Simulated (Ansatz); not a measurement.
**ZnS (F-43m): energy against volume by PBE and RPA**

```
Zn S
1.0
     0.00000    2.70450    2.70450
     2.70450    0.00000    2.70450
     2.70450    2.70450    0.00000
Zn S
1 1
Cartesian
  0.0000 0.0000 0.0000
  1.3523 1.3523 1.3523
```

RPA total energy on PBE orbitals, soft PAW set, first generation (Ansatz); 4×4×4 mesh, wave cutoff 420 eV, correlation extrapolated to infinite response cutoff from cutoffs up to 280 eV, 18 electrons, all correlated, long-wavelength term: neglected.

A Birch-Murnaghan fit gives PBE: V0 = 20.25 Å³ an atom (lattice constants +0.8 % against the given cell), B0 = 70 GPa.

(1) What does RPA on these orbitals give?

Answers

(1) RPA: V0 = 19.61 Å³ an atom (lattice constants -0.3 % against the given cell), B0 = 86 GPa. The RPA points scatter about the fit by some 2 meV, so its minimum and above all its modulus are rough. The points for the whole cell, counted from the given cell:

```json
{"V/V_given": "0.92", "V (Å³)": "36.40", "PBE (meV)": "104", "Hartree-Fock expression on these orbitals (meV)": "236", "RPA (meV)": "62"}
{"V/V_given": "0.96", "V (Å³)": "37.98", "PBE (meV)": "33", "Hartree-Fock expression on these orbitals (meV)": "93", "RPA (meV)": "8"}
{"V/V_given": "1.00", "V (Å³)": "39.56", "PBE (meV)": "0", "Hartree-Fock expression on these orbitals (meV)": "0", "RPA (meV)": "0"}
{"V/V_given": "1.04", "V (Å³)": "41.15", "PBE (meV)": "-3", "Hartree-Fock expression on these orbitals (meV)": "-52", "RPA (meV)": "20"}
{"V/V_given": "1.08", "V (Å³)": "42.73", "PBE (meV)": "20", "Hartree-Fock expression on these orbitals (meV)": "-69", "RPA (meV)": "67"}
```

Soft PAW datasets can recover too little correlation energy, by a few per cent up to a quarter and more. This ran on a trial build of the method. The mesh is coarse, so these are values at the stated settings, not converged ones.
